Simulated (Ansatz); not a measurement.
Sb (A7 (α-As type), R-3m) at seven volumes, PBEsol in the plane-wave PAW code Ansatz, shape and atoms relaxed at each. One row is withheld.

```tsv
V (Å³/atom)	P (GPa)
27.145	5.22
28.040	3.17
28.935	?
29.830	0.00
30.725	-1.18
31.620	-2.08
32.514	-2.77
```

Question: Fit the shown pressures and predict the withheld one.

Answer: Third-order Birch–Murnaghan: P = (3/2)B₀(x^(7/2) − x^(5/2))[1 + (3/4)(B′ − 4)(x − 1)] with x = (V₀/V)^(2/3). Least squares on the six rows gives V₀ = 29.826 Å³/atom, B₀ = 42.07 GPa, B′ = 6.00. At V = 28.935, x = 1.0204 and P = 1.40 GPa. The run itself gave 1.45 GPa.

Symmetry was held in the PBEsol relaxation. Scalar-relativistic: spin–orbit coupling is off unless named, which matters more the heavier the elements.

Potentials: the earlier of the program's two PAW sets. The files were generated under PBE; for other functionals the program regenerates the frozen cores, and for LDA and PBEsol the local potential too.
